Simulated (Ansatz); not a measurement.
The start is a generated cell, In built in the beta-W structure type. The cell and all atomic positions are relaxed at zero pressure with PBE (plane waves to 420 eV, PAW, scalar-relativistic; Ansatz, an electronic-structure program). The first steps use a coarse 6×6×6 k-mesh.

Input geometry:
```yaml
crystal:
  lattice:
    - [5.97949, 0.00000, 0.00000]
    - [0.00000, 5.97949, 0.00000]
    - [0.00000, 0.00000, 5.97949]
  atoms:
    - { symbol: In, position: [0.25000, 0.00000, 0.50000] }
    - { symbol: In, position: [0.75000, 0.00000, 0.50000] }
    - { symbol: In, position: [0.00000, 0.50000, 0.25000] }
    - { symbol: In, position: [0.00000, 0.50000, 0.75000] }
    - { symbol: In, position: [0.50000, 0.25000, 0.00000] }
    - { symbol: In, position: [0.50000, 0.75000, 0.00000] }
    - { symbol: In, position: [0.00000, 0.00000, 0.00000] }
    - { symbol: In, position: [0.50000, 0.50000, 0.50000] }
```

Task: What pressure does the first self-consistent step give?

Result: +2.1 GPa (positive: the cell is compressed).

Task: How does the volume change?

Result: +5.5 %, from 26.72 to 28.20 Å³/atom.

Task: How do the shortest distances between atoms change?

Result: The closest pairs of elements (up to four, under 3.6 Å), start → end: In–In 2.99 → 3.04 Å.

Task: What band gap does the relaxed structure have at this level?

Result: Zero (metallic).

Task: What does it relax into? Give the structure.

Result: 
Space group Pm-3n (No. 223); a = b = c = 6.088 Å, α = β = γ = 90.00°

```csv
atom,site,symmetry,x,y,z
In,6c,-4m.2,0.0000,0.5000,0.2500
In,2a,m-3.,0.0000,0.0000,0.0000
```

The space group stays Pm-3n (No. 223) (the run could not lower it), with 8 atoms in the primitive cell. Final values are on a 8×8×8 k-mesh of the relaxed cell. No spin polarisation in the result.

The run could not lose the symmetry of its start, so the end can be a saddle point.

All atoms sit on sites fixed by symmetry, so only the cell could relax.

The relaxed structure here is a generated cell of In: the first start was made by placing the elements on the sites of a structure type, and the end was not matched to a known phase here, so it may be hypothetical. Known forms of In include space group No. 139.
